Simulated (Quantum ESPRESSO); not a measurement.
# RuW4Ti3: a guest atom moved from site to site

Computed values, not a measurement. The program is pw.x of Quantum ESPRESSO 7.5 (plane-wave density functional theory). The cell is made up: eight metal atoms on a face-centred cubic lattice, with elements, volume, strain and displacements drawn at random and not relaxed, so it may be unstable or far from any real phase. PseudoDojo standard norm-conserving files set the functional (PBE unless stated); there is no spin polarisation or spin-orbit coupling, the Fermi-Dirac width of 0.25 eV means electrons at about 2900 K, and the masses in the input are unused placeholders. Heavy elements are run without spin-orbit coupling, which real alloys of them have. A spin test at this wide smearing found no moment, but such smearing suppresses magnetism that the real alloy may have.

The runs move one Ru atom among sites that otherwise hold W. Cell, positions, cutoff, mesh and smearing stay as in the input of run 1; sites are counted in its order. Stress in the tables is positive in tension.

Input of run 1:

```
&control calculation='scf', pseudo_dir='./dojo.nc.sr.pbe.v0_5.standard.upf', outdir='./o', disk_io='minimal', tprnfor=.true., tstress=.true. /
&system ibrav=0, nat=8, ntyp=3, nbnd=72, ecutwfc=84.00895049, nosym=.true., tot_charge=0,
 occupations='smearing', smearing='fd', degauss=0.0183746611
/
&electrons conv_thr=1.470e-08, electron_maxstep=70, mixing_beta=0.5 /
ATOMIC_SPECIES
Ru 1.0 Ru.upf
Ti 1.0 Ti.upf
W 1.0 W.upf
CELL_PARAMETERS angstrom
-3.8726 -0.021 0.0527
-0.0737 -3.9269 3.9445
0.0052 5.8188 1.9007
ATOMIC_POSITIONS angstrom
Ru -0.0197 -0.108 0.0564
W -0.087 1.9484 2.0043
Ti -0.0429 -1.846 2.0056
Ti 0.0017 -0.1739 3.8777
Ti -1.9729 3.8518 2.0204
W -1.9759 -0.0209 1.9177
W -1.9907 1.9049 3.9282
W -2.0045 -2.0292 3.9856
K_POINTS automatic
6 5 4 1 1 1
```

```
run  elements on sites 1 to 8  free energy less that of run 1 (eV)  -TS (eV)  pressure (GPa)  stress xx (GPa)  stress yy (GPa)  stress zz (GPa)  stress yz (GPa)  stress xz (GPa)  stress xy (GPa)  iterations
  1       Ru W Ti Ti Ti W W W                                0.000    -1.907           25.97           -24.75           -25.37           -27.78            -1.27            -1.15            -0.03          20
  2       W Ru Ti Ti Ti W W W                                0.093    -1.935           26.20           -25.47           -25.94           -27.19            -1.01            -0.92            -0.13          21
  3       W W Ti Ti Ti Ru W W                               -0.142    -1.907           25.36           -22.85           -26.49           -26.74             1.43            -1.09             0.31          19
  4       W W Ti Ti Ti W Ru W                                0.153    -1.928           26.68           -25.39           -24.99           -29.65            -2.79            -0.32            -0.23          21
  5       W W Ti Ti Ti W W Ru                               -0.080    -1.884           25.91           -23.37           -26.56           -27.81             0.94            -1.26             0.24          21
```

Forces Fx Fy Fz (eV/Å):

| site | run 1 | run 2 | run 3 | run 4 | run 5 |
| --- | --- | --- | --- | --- | --- |
| 1 | -0.01 0.57 -1.35 | -0.05 1.94 -1.38 | -0.05 1.65 -1.49 | -0.02 1.27 -2.18 | 0.02 1.66 -1.82 |
| 2 | 0.72 -0.81 -0.38 | 0.51 0.27 0.21 | 0.70 -0.45 -0.06 | 0.57 -0.15 0.49 | 0.69 -0.31 -0.08 |
| 3 | -0.12 -1.43 0.40 | -0.13 -2.23 0.19 | -0.15 -1.09 0.69 | -0.10 -2.29 0.40 | -0.14 -1.83 1.21 |
| 4 | -0.63 1.53 1.06 | -0.67 1.07 0.63 | -0.63 1.22 0.12 | -0.55 1.55 0.90 | -0.52 0.35 0.56 |
| 5 | 0.08 0.13 -0.96 | 0.19 -1.01 -1.29 | 0.15 0.01 -0.58 | 0.11 -0.60 -1.01 | 0.11 -0.85 -1.41 |
| 6 | -0.04 0.46 1.35 | -0.04 0.72 1.89 | -0.06 -0.16 1.33 | -0.15 0.83 2.11 | -0.09 0.52 1.28 |
| 7 | -0.04 -0.42 0.56 | 0.08 -0.86 0.14 | -0.02 -1.07 0.15 | -0.02 -0.41 0.19 | -0.04 -0.13 0.77 |
| 8 | 0.04 -0.02 -0.67 | 0.12 0.09 -0.39 | 0.05 -0.12 -0.16 | 0.17 -0.20 -0.90 | -0.04 0.58 -0.50 |

The sites are displaced and not relaxed, so the energy differences hold strain from misfit and are not ordering energies. A rerun of one cell of this series at a higher cutoff and on a denser mesh moved values by no more than 0.008 eV in energy, 0.09 GPa in stress and 0.009 eV/Å in force, and a second program with other atomic files agreed on that cell to 2 % rms in force and 0.5 GPa in pressure.